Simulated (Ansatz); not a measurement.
CaB₂C₂:
```cif
data_C8B8Ca4
_chemical_formula_sum 'Ca4 B8 C8'
_space_group_name_H-M_alt 'I4/mcm'
_space_group_IT_number 140
_space_group_name_Hall '-I 4 2c'
_cell_length_a 5.34544
_cell_length_b 5.34544
_cell_length_c 7.39259
_cell_angle_alpha 90.000
_cell_angle_beta 90.000
_cell_angle_gamma 90.000
loop_
_atom_site_label
_atom_site_type_symbol
_atom_site_symmetry_multiplicity
_atom_site_Wyckoff_symbol
_atom_site_fract_x
_atom_site_fract_y
_atom_site_fract_z
_atom_site_occupancy
Ca1 Ca 4 a 0.00000 0.00000 0.25000 1
B1 B 8 h 0.36145 0.13855 0.00000 1
C1 C 8 h 0.15961 0.34039 0.00000 1
```
(The calculation used a cell of 10 atoms; values per cell refer to that cell.)

Relaxed with r²SCAN.

Task: Tabulate the valence density and the electron localisation function along the shortest B–B contact (2.09 Å), r²SCAN in the plane-wave PAW code Ansatz.

Result: 

```
distance from B (Å)  density (e/Å³)   ELF
-------------------  --------------  ----
0.21                           0.46  0.02
0.31                           0.63  0.08
0.42                           0.74  0.21
0.52                           0.76  0.32
0.63                           0.71  0.38
0.73                           0.64  0.36
0.84                           0.58  0.32
0.94                           0.54  0.28
1.05                           0.52  0.26
1.15                           0.54  0.28
1.26                           0.58  0.32
1.36                           0.64  0.36
1.47                           0.71  0.38
1.57                           0.76  0.32
1.68                           0.74  0.21
1.78                           0.63  0.08
1.89                           0.46  0.02
```

The density is the valence pseudo-density with augmentation charge, so density and ELF within about 1 Å of a nucleus are not all-electron values.

The first step of the workflow began from a Materials Project structure, measured or hypothetical; the Crystallography Open Database copy checked does not list it. With B and C taken as one species the cell has the higher symmetry P4/mmm, so it may be an ordered model of a mixed-site phase. Its standing as an ambient phase is unchecked. Symmetry was held in the r²SCAN relaxation; its stability against distortions is not shown here.

Potentials: the later of the program's two PAW sets.
